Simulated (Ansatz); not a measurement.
La8Al7GaO24 — ¹⁷O NMR of the central transition

Cell: a Materials Project structure (computed, not necessarily an observed phase).

Space group Pm-3m (No. 221); a = 7.6521 Å.

```csv
site,Wyckoff,site symmetry,x,y,z
La,8g,.3m,0.2502,0.2502,0.2502
Al9,3d,4/mm.m,0.0000,0.0000,0.5000
Al11,3c,4/mm.m,0.0000,0.5000,0.5000
Al15,1b,m-3m,0.5000,0.5000,0.5000
Ga,1a,m-3m,0.0000,0.0000,0.0000
O17,6e,4m.m,0.0000,0.2557,0.0000
O18,12h,mm2..,0.0000,0.2504,0.5000
O22,6f,4m.m,0.5000,0.2501,0.5000
```

One atom of each set is listed.

The numbers come from a DFT calculation in Ansatz (PBE, plane waves and PAW, scalar-relativistic, 420 eV cutoff, Γ-centred 3×3×3 k-points, Fermi–Dirac smearing 0.02 eV).

¹⁷O has I = 5/2 and Q = -25.58 mb (Pyykkö 2018); at 23.5 T its Larmor frequency is ν₀ = 135.7 MHz. Only the quadrupole interaction is simulated: positions count from each site's isotropic chemical shift, and J coupling is left out, as are shift anisotropy and dipolar coupling, which fast spinning averages.

**Question.** Give C_Q, η, the quadrupolar product P_Q = |C_Q|(1 + η²/3)^½, the second-order isotropic shift and the breadth of the pattern (fast magic-angle spinning) for each O site.

**Answer.** 

```csv
site,first shell,C_Q (MHz),η,P_Q (MHz),δ_QIS (ppm),breadth (kHz)
O17,"1 Al at 1.87 Å, 1 Ga at 1.96 Å, angle 180°; also 4 La at 2.71 Å",-1.98,0.00,1.98,-1.28,0.373
O18,"2 Al at 1.91–1.92 Å, angle 180°; also 4 La at 2.71 Å",-1.12,0.11,1.12,-0.409,0.123
O22,"2 Al at 1.91 Å, angle 180°; also 4 La at 2.70 Å",-1.17,0.00,1.17,-0.444,0.129
```

δ_QIS = −(ν_Q²/30ν₀²)[I(I+1) − 3/4](1 + η²/3) × 10⁶ ppm with ν_Q = 3|C_Q|/[2I(2I−1)]; it falls as 1/B₀² in ppm, and the breadth as 1/B₀ in kHz.

An axis of threefold or higher order runs through O17 and O22, so V_zz lies along it and η is zero. At O18 V_zz points along the line of its two bonds (within 1°).

The run took 43 s of wall time (43 s of CPU time) and 1.1 GiB at its peak, on 1 thread of Arm Neoverse V1 (aarch64; 8 cores open to the job, memory cap 2.5 GiB, no GPU), a shared host with a load of 0.3 a core.
